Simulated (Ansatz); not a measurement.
V (diamond, Fd-3m) at seven volumes, DFT-PBE in the program Ansatz with PAW potentials, scaled uniformly. One row is withheld.

| V (Å³/atom) | P (GPa) |
|---|---|
| 18.601 | 6.48 |
| 19.214 | 4.06 |
| 19.827 | 1.91 |
| 20.440 | 0.00 |
| 21.054 | -1.69 |
| 21.667 | ? |
| 22.280 | -4.45 |

Fit the shown pressures and predict the withheld one.

P = (3/2)B₀(x^(7/2) − x^(5/2))[1 + (3/4)(B′ − 4)(x − 1)] with x = (V₀/V)^(2/3). Least squares on the six rows gives V₀ = 20.441 Å³/atom, B₀ = 59.4 GPa, B′ = 3.16. At V = 21.667, x = 0.9619 and P = -3.15 GPa. The run itself gave -3.17 GPa.

The start of the workflow was typed in or built on a structure type; neither database checked (COD, Materials Project) lists it. It is not the phase usual at ambient conditions (space group No. 229). The cell was relaxed with PBE under the symmetry of its start; its stability against distortions is not shown here. Spin order of the final state: ferromagnetic, chosen from 4 collinear starts compared on coarse meshes (ties went to the first, and starts can fall back to one state), not a proven ground state.

Potentials: the later of the program's two PAW sets.
